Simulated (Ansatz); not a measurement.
LaN in space group Pnma (No. 62; La on 4c, N on 4c), DFT-r²SCAN in the program Ansatz with PAW potentials, all energies at zero smearing, with the estimated change up to a 700 eV cutoff added, with one set of potentials and settings (totals compare only within such a set). Cell of 8 atoms (4 La, 4 N): -26610.904 eV.

| element | reference phase | E (eV/atom) |
|---|---|---|
| La | P6_3/mmc, 4 atoms in the cell | -6264.8722 |
| N | Pa-3, 8 atoms in the cell | -384.8341 |

Formation energy per atom, worked out: (-26610.904 − 4×(-6264.8722) − 4×(-384.8341))/8 = -1.510 eV/atom (-146 kJ per mol of atoms), at 0 K, without zero-point energy or fitted corrections.

The start of the workflow was typed in or built on a structure type; neither database checked (COD, Materials Project) lists it. COD files the formula under space group No. 225. Its standing as an ambient phase is unchecked. Symmetry was held in the r²SCAN relaxation; its stability against distortions is not shown here. The references are the lowest solids computed at this level, not always the standard phases (solids in place of the gases). Spin–orbit coupling is left out wherever it is not named.

Potentials: the earlier of the program's two PAW sets.
